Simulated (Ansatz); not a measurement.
**Zn3Se2S under compression: one row to predict**

The cell was found from a structure generator's guess, not taken from experiment.

Computed with DFT PBE, scalar-relativistic, plane waves, PAW (Ansatz 0.2.0). Plane waves to 420 eV, a 12×12×4 mesh through Γ for the 6-atom cell and 0.02 eV Gaussian smearing; no spin polarisation.

```
CELL_PARAMETERS angstrom
3.98599 0.00000 0.00000
-1.99299 3.45197 0.00000
0.00000 0.00000 9.76559
ATOMIC_POSITIONS crystal
Zn 0.00000 0.00000 0.99049
Zn 0.66667 0.33333 0.33309
Zn 0.33333 0.66667 0.67604
Se 0.66667 0.33333 0.07966
Se 0.33333 0.66667 0.42170
S 0.00000 0.00000 0.74902
```

The cell was set to several volumes, with shape and atoms relaxed at each where symmetry leaves them free. Pressure is positive in compression, and energies count from the lowest row.

```csv
row,V (Å³/atom),P (GPa),ΔE (meV/atom),gap on mesh (eV)
1,19.708,10.26,76.6,1.74
2,20.379,7.02,40.5,1.61
3,21.051,?,?,?
4,21.723,1.97,4.0,1.37
5,22.395,0.00,0.0,1.26
6,23.067,-1.67,3.6,1.15
7,23.739,-3.08,13.6,1.05
8,24.634,-4.63,35.4,0.91
```

Task: Find B = −V·ΔP/ΔV from rows 4 and 6 and from rows 1 and 2, and from the two its slope B′ and its value B0 at zero pressure.

Result: Rows 4 and 6 give −(21.723 + 23.067)/2 × (-1.67 − (1.97))/(23.067 − 21.723) = 60.7 GPa at a mean pressure of 0.15 GPa. Rows 1 and 2 give −(19.708 + 20.379)/2 × (7.02 − (10.26))/(20.379 − 19.708) = 96.8 GPa at a mean pressure of 8.64 GPa. So B′ = (96.8 − 60.7)/(8.64 − (0.15)) = 4.25 and B0 = 60.7 − 4.25 × (0.15) = 60.1 GPa. A third-order Birch–Murnaghan fit to all the energies gives B0 = 60.2 GPa and B′ = 4.5.

Task: Estimate the pressure and energy of row 3.

Result: From row 5, V0 = 22.395 × (1 + (0.00)/60.1) = 22.395 Å³/atom. Murnaghan's form P = (B0/B′)·[(V0/V)^B′ − 1] gives (60.1/4.25) × [(22.395/21.051)^4.25 − 1] = 4.25 GPa; the computed pressure is 4.28 GPa, so the estimate is off by -0.03 GPa. The work of compression from row 4, with the mean of the two pressures, gives ΔE = 4.0 + (4.25 + 1.97)/2 × (21.723 − 21.051)/160.2 × 1000 = 17.0 meV/atom (1 eV/Å³ = 160.2 GPa); the computed value is 17.0 meV/atom.

Task: Fit the gap against pressure through the other rows and estimate it at the computed pressure of row 3.

Result: Over the 7 rows the mean pressure is 1.4100 GPa and the mean gap is 1.299 eV. The sums of products of deviations are S_xx = 178.2 and S_xy = 9.669, so the slope is 9.669/178.2 = 0.05426 (r = 0.99, rms misfit 0.04 eV). At 4.28 GPa the line gives 1.299 + (0.05426) × (4.28 − 1.4100) = 1.45 eV. The computed value is 1.49 eV, so the line is off by -0.04 eV, less than the largest miss among the fitted rows (0.06 eV).

Kohn–Sham gaps at this level usually fall short of measured ones. All volumes keep the k mesh of the relaxed cell. Symmetry constrained the relaxation, so the result can be a saddle point.
